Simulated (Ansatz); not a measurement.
CoSi (FeSi type, space group P2_13)

```xyz
8
Lattice="4.3857 0.0000 0.0000 0.0000 4.3857 0.0000 0.0000 0.0000 4.3857" Properties=species:S:1:pos:R:3 pbc="T T T"
Co     0.6387     0.6387     0.6387
Co     2.8316     1.5542     3.7470
Co     3.7470     2.8316     1.5542
Co     1.5542     3.7470     2.8316
Si     3.6984     3.6984     3.6984
Si     1.5056     2.8802     0.6873
Si     0.6873     1.5056     2.8802
Si     2.8802     0.6873     1.5056
```

The slice is a {100} plane (indices of the conventional cell) through the point (0.646, 0.354, 0.854) (fractional), spanned by u = [100] and v = [010] in vectors of this cell: u (4.39 Å) and v (4.39 Å, at 90° to u). It covers one period; positions are fractions (u, v).

Method: PBEsol (plane waves to 420 eV, PAW, scalar-relativistic; Ansatz, a quantum-chemistry and plane-wave program). k mesh 11×11×11. Inside the PAW spheres the values are not all-electron values, and peaks at nuclei hang on which shells count as valence. At this level the bands of CoSi touch or barely overlap. CoSi is run without spin polarisation. CoSi was relaxed with its symmetry unable to fall.

Three fields on this plane, each scaled to ten steps between its own extremes (0 low, 9 high; the total valence density on a logarithmic scale, the potential cut 8 eV below its top; x marks points blanked near nuclei; v = 0 in the bottom row):

Map A
```
|xxxxxx6556xxxxx7667xxxxx|
|xxxxxx65567xxxx7656xxxxx|
|xxxxx754567888765446xxxx|
|xxxx85444567776543236xxx|
|xxx8654445566654321125xx|
|777766555555554321101235|
|5677xxx65554443321100123|
|56xxxxxxx654443332211123|
|6xxxxxxxxx65444455432234|
|xxxxxxxxxx6554567x754345|
|xxxxxxxxxxx65568xxx86556|
|xxxxxxxxxxx6557xxxxx7656|
|xxxxxxxxxxx55579xxx97666|
|xxxxxxxxxx5445689x986556|
|7xxxxxxxxx43345788875555|
|6xxxxxxxx321224566654445|
|678xxxxx3100123455554445|
|789876531000012344444456|
|xxx9754210000133444457xx|
|xxxx96321001123444558xxx|
|xxxxx742212233445557xxxx|
|xxxxxx53333xxx55556xxxxx|
|xxxxxx6444xxxxx6667xxxxx|
|xxxxxx7556xxxxx7667xxxxx|
```

Map B
```
|xxxxxx2689xxxxx9852xxxxx|
|xxxxxx26899xxxx8752xxxxx|
|xxxxx135788999887530xxxx|
|xxxx12456777777765310xxx|
|xxx2456666555555543200xx|
|235678776554444443322111|
|5799xxx87654433322222234|
|89xxxxxxx865432210012346|
|9xxxxxxxxx86432000001357|
|xxxxxxxxxx9753100x001368|
|xxxxxxxxxxx85210xxx01368|
|xxxxxxxxxxx8521xxxxx1368|
|xxxxxxxxxxx75311xxx12368|
|xxxxxxxxxx7653211x122468|
|8xxxxxxxxx65433322233467|
|8xxxxxxxx543334444444456|
|579xxxxx5332234555554444|
|235798764322234566554211|
|xxx3566532223456665420xx|
|xxxx23443333346666420xxx|
|xxxxx134444456677631xxxx|
|xxxxxx25666xxx78752xxxxx|
|xxxxxx2578xxxxx8752xxxxx|
|xxxxxx2589xxxxx8852xxxxx|
```

Map C
```
|xxxxxx5652xxxxx0354xxxxx|
|xxxxxx66530xxxx1465xxxxx|
|xxxxx477642000135774xxxx|
|xxxx26787642223578873xxx|
|xxx3567776554567899975xx|
|443333456666667899999875|
|6410xxx13567778889999987|
|40xxxxxxx257888777889997|
|1xxxxxxxxx36787655578886|
|xxxxxxxxxx1577642x246763|
|xxxxxxxxxxx46651xxx25652|
|xxxxxxxxxxx3664xxxxx4551|
|xxxxxxxxxxx36641xxx14551|
|xxxxxxxxxx0466530x035652|
|0xxxxxxxxx15776433356764|
|3xxxxxxxx046776555567876|
|420xxxxx0467777666677876|
|321101135677777777777765|
|xxx1356677766666777764xx|
|xxxx25787654444567762xxx|
|xxxxx477753111245663xxxx|
|xxxxxx67641xxx02455xxxxx|
|xxxxxx5652xxxxx0354xxxxx|
|xxxxxx4641xxxxx0343xxxxx|
```

Q: Assign the maps to these fields: electron localisation function (ELF); valence electron density; electrostatic potential energy of an electron, from the cell's mean.

A: A is the valence electron density; B is the electron localisation function (ELF); C is the electrostatic potential energy of an electron, from the cell's mean.
